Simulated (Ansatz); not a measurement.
Ag:
```
CELL_PARAMETERS angstrom
     -2.66475     2.66475     1.39175
      2.66475    -2.66475     1.39175
      2.66475     2.66475    -1.39175
ATOMIC_POSITIONS crystal
  Ag 0.00000 0.00000 0.00000
  Ag 0.75000 0.25000 0.50000
```

This is the PBE-relaxed structure.

Question: All from DFT-PBE in the program Ansatz with PAW potentials, unless another level is named. Estimate the density of states at the Fermi level.

Answer: 0.27 states/eV per atom (mean over ±0.08 eV).

Question: Next, the gap with spin–orbit coupling?

Answer: none (metallic).

Space group I4_1/amd (β-Sn type). The start of the workflow was typed in or built on a structure type; neither database checked (COD, Materials Project) lists it. It is not the phase usual at ambient conditions (space group No. 225). The PBE relaxation kept the symmetry of its start; its stability against distortions is not shown here. The run is not spin-polarised. Spin–orbit coupling is left out wherever it is not named.

Potentials: the earlier of the program's two PAW sets.
